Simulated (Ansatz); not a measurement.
Consider the following.

AlP:
```yaml
crystal:
  lattice:
    - [0.00000, 2.75381, 2.75381]
    - [2.75381, 0.00000, 2.75381]
    - [2.75381, 2.75381, 0.00000]
  atoms:
    - { symbol: Al, position: [0.00000, 0.00000, 0.00000] }
    - { symbol: P, position: [0.25000, 0.25000, 0.25000] }
```

This is the PBE-relaxed structure.

**Question.** All from PBE (plane waves, PAW; program Ansatz), unless another level is named. Estimate the smallest direct gap on the standard path.

**Answer.** 3.09 eV.

**Question.** Next, the formation energy from the elements (no fitted shifts)?

**Answer.** -0.63 eV/atom.

**Question.** And the band gap?

**Answer.** 1.63 eV (indirect).

**Question.** Give the valence-band maximum.

**Answer.** at Γ.

**Question.** Next, the conduction-band minimum?

**Answer.** at X (3 equivalent valleys).

Space group F-43m (zinc blende). The PBE relaxation kept the symmetry of its start. The references are the lowest solids computed at this level, not always the standard phases.

Potentials: the later of the program's two PAW sets.
